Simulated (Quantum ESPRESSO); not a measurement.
Kohn-Sham bands of Ba$_{2}$HfS$_{4}$ (I4/mmm)

```xyz
7
Lattice="0.0000 -4.9472 0.0000 4.9472 0.0000 0.0000 -2.4736 2.4736 7.9265" Properties=species:S:1:pos:R:3 pbc="T T T"
Ba     2.4736    -2.4736    -2.2543
Ba    -2.4736     2.4736     2.2543
Hf     0.0000     0.0000     0.0000
S      0.0000    -2.4736     0.0000
S      2.4736     0.0000     0.0000
S      0.0000     0.0000    -2.5580
S      0.0000     0.0000     2.5580
```

Materials Project entry mp-9321; symmetrised, unrelaxed at this level. Not found in the COD (Crystallography Open Database) copy used; not checked further. Level: PBEsol, spinors with spin-orbit coupling; pw.x of Quantum ESPRESSO at 47 Ry with PseudoDojo potentials, 4×4×4 k-points, Wannier90. Density: 8×8×8 mesh, cold smearing 0.01 Ry.

Problem. List the Kohn-Sham levels between −8 and 3.8 eV relative to the valence-band maximum at the high-symmetry points, as a band run of pw.x on that density gives them (levels within 2 meV counted together).

Solution. 
```tsv
point	k (reciprocal lattice)	levels (eV)
Γ	0.000 0.000 0.000	-3.19 (×2), -2.84 (×2), -2.64 (×2), -2.61 (×2), -1.67 (×2), -1.37 (×2), -1.26 (×2), -1.00 (×2), -0.88 (×2), -0.29 (×2), -0.09 (×2), -0.08 (×2), 0.80 (×2), 1.75 (×2), 1.87 (×2), 3.03 (×2), 3.19 (×2), 3.46 (×2), 3.68 (×2)
X	-0.500 0.500 0.000	-5.21 (×2), -3.88 (×2), -3.67 (×2), -2.88 (×2), -2.81 (×2), -2.16 (×2), -1.31 (×2), -1.23 (×2), -0.81 (×2), -0.73 (×2), -0.12 (×2), 0.00 (×2), 3.56 (×2), 3.74 (×2)
P	-0.500 0.500 0.250	-5.21 (×2), -3.88 (×2), -3.67 (×2), -2.88 (×2), -2.81 (×2), -2.22 (×2), -1.25 (×2), -1.14 (×2), -1.11 (×2), -0.28 (×2), -0.27 (×2), -0.12 (×2), 3.65 (×2), 3.70 (×2)
N	0.000 0.500 0.000	-4.45 (×2), -3.35 (×2), -2.68 (×2), -2.52 (×2), -2.33 (×2), -2.29 (×2), -1.90 (×2), -1.67 (×2), -1.45 (×2), -0.67 (×2), -0.54 (×2), -0.30 (×2), 2.38 (×2), 3.42 (×2), 3.59 (×2)
M	0.000 0.000 0.500	-3.17 (×2), -2.82 (×2), -2.39 (×2), -2.27 (×2), -1.64 (×2), -1.26 (×2), -1.23 (×2), -1.17 (×2), -1.13 (×2), -0.93 (×2), -0.34 (×2), -0.17 (×2), 0.81 (×2), 2.42 (×2), 2.53 (×2), 2.61 (×2), 3.47 (×2)
S	0.000 0.451 0.274	-4.40 (×2), -3.32 (×2), -2.70 (×2), -2.49 (×2), -2.45 (×2), -2.20 (×2), -1.79 (×2), -1.66 (×2), -1.47 (×2), -0.72 (×2), -0.62 (×2), -0.24 (×2), 2.41 (×2), 3.40 (×2), 3.57 (×2)
S_0	0.000 0.549 -0.274	-4.40 (×2), -3.32 (×2), -2.70 (×2), -2.49 (×2), -2.45 (×2), -2.20 (×2), -1.79 (×2), -1.66 (×2), -1.47 (×2), -0.72 (×2), -0.62 (×2), -0.24 (×2), 2.41 (×2), 3.40 (×2), 3.57 (×2)
R	-0.451 0.549 -0.049	-5.15 (×2), -3.86 (×2), -3.64 (×2), -2.88 (×2), -2.81 (×2), -2.16 (×2), -1.35 (×2), -1.24 (×2), -0.78 (×2), -0.76 (×2), -0.18 (×2), -0.01 (×2), 3.59 (×2), 3.61 (×2)
G	-0.451 0.451 0.500	-5.15 (×2), -3.86 (×2), -3.64 (×2), -2.88 (×2), -2.81 (×2), -2.16 (×2), -1.35 (×2), -1.24 (×2), -0.78 (×2), -0.76 (×2), -0.18 (×2), -0.01 (×2), 3.59 (×2), 3.61 (×2)
```
